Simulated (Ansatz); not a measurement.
A geometry of TiAl3 away from equilibrium: step 22 of the relaxation of a generated trial cell of TiAl3 in the AFLOW prototype AB3_hP8_182_c_g (as in Fe3C). Computed with PBEsol (plane waves to 420 eV, PAW, scalar-relativistic; Ansatz, a first-principles code). Γ-centred k-mesh 7×7×7 on the run's cell (coarser than for final values), Fermi–Dirac smearing 0.05 eV.

```xyz
8
Lattice="7.1897 0.0000 0.0000 -3.5949 6.2265 0.0000 0.0000 0.0000 2.9073" Properties=species:S:1:pos:R:3 pbc="T T T"
Al     2.2372     0.0000     0.0000
Al     1.1186     1.9375     1.4537
Al    -1.1186     1.9375     0.0000
Al     4.9525     0.0000     1.4537
Al     2.4763     4.2890     0.0000
Al    -2.4763     4.2890     1.4537
Ti     0.0000     4.1510     0.7268
Ti     3.5949     2.0755     2.1805
```

Problem. Which atoms carry the largest force, and which way does it point?

Solution. No atom: all forces are below 0.005 eV/Å; only the cell is out of equilibrium.

Problem. What is the pressure?

Solution. +6.8 GPa, compression positive.

Problem. How much energy per atom can still be gained by relaxing?

Solution. 0.04 eV/atom; the path ends in P6₃22 (No. 182).

No spin polarisation in the result. A magnetic state may lie lower.

The run could not lower the symmetry of its start; a shaken copy of this end point relaxes with PBEsol to P2₁/m (No. 11), 0.30 eV/atom lower.

The end of the path is a generated cell of TiAl3: the first start was made by placing the elements on the sites of a structure type, and the end was not matched to a known phase here, so it may be hypothetical. Known forms of TiAl3 include space group No. 139.
